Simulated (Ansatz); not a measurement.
What DFT gives for Mn3PdN

```
CELL_PARAMETERS angstrom
4.03885 0.00000 0.00000
0.00000 4.03885 0.00000
0.00000 0.00000 4.03885
ATOMIC_POSITIONS crystal
Pd 0.00000 0.00000 0.00000
Mn 0.00000 0.50000 0.50000
Mn 0.50000 0.00000 0.50000
Mn 0.50000 0.50000 0.00000
N 0.50000 0.50000 0.50000
```

The numbers come from plane-wave PAW DFT (Ansatz): r2SCAN, with U_eff = 2.79 eV on Mn d, U_eff = 2.68 eV on Pd d (all-electron-ortho-atomic projectors), spin-orbit coupling, 500 eV, 6×6×6 Γ-centred k points, fermi-dirac occupations (width 0.1 eV). Nothing was relaxed.

Magnetic state (reached from a saved solution, and it need not be the lowest): Mn2 along (0.00, 0.00, -1.00), Mn3 along (0.00, 0.00, 1.00), Mn4 along (0.00, 0.00, -1.00).

- Stress: The pressure is 9.3 GPa (compression positive), so with the atoms held at these fractions the cell would first expand. The principal stresses 7.9, 10.0, 10.0 GPa differ, so its shape would change too.
- Electronic structure: It is a metal, with about 1.1 states/eV a cell as the mean within 0.25 eV of the Fermi level.
- Charges: Bader charges in e: Mn +1.00, Pd -1.29, N -1.72. In the mean Mn gives up most and N takes most.
- Moments: Mn2 4.26, Mn3 4.31, Mn4 4.26 μB of spin moment in Bader basins; net size 4.18 μB a cell.

Origin: a database entry at a rescaled volume. Caveats: another magnetic order, which this cell may not hold, can open a gap.
